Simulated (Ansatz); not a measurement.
## What DFT gives for Au

```xyz
1
Lattice="0.0000 2.0230 2.0230 2.0230 0.0000 2.0230 2.0230 2.0230 0.0000" Properties=species:S:1:pos:R:3 pbc="T T T"
Au    0.0000    0.0000    0.0000
```

Single point in Ansatz 0.2.0 with r2SCAN, no spin polarisation. Cutoff 500 eV, PAW datasets, 14×14×14 Γ-centred k mesh, fermi-dirac filling (width 0.1 eV).

**Electronic structure.** It is a metal, with about 0.26 states/eV a cell as the mean within 0.25 eV of the Fermi level.
**Contacts.** Au–Au at 2.86 Å: least valence density 0.30 e/Å³ and ELF 0.20 there. Both are smooth PAW fields, read partly inside the augmentation spheres.
**Stress.** The pressure is 10.5 GPa (compression positive), so with the atoms held at these fractions the cell would first expand.

Origin: a database entry at a rescaled volume. Caveats: atoms or cell far from equilibrium.
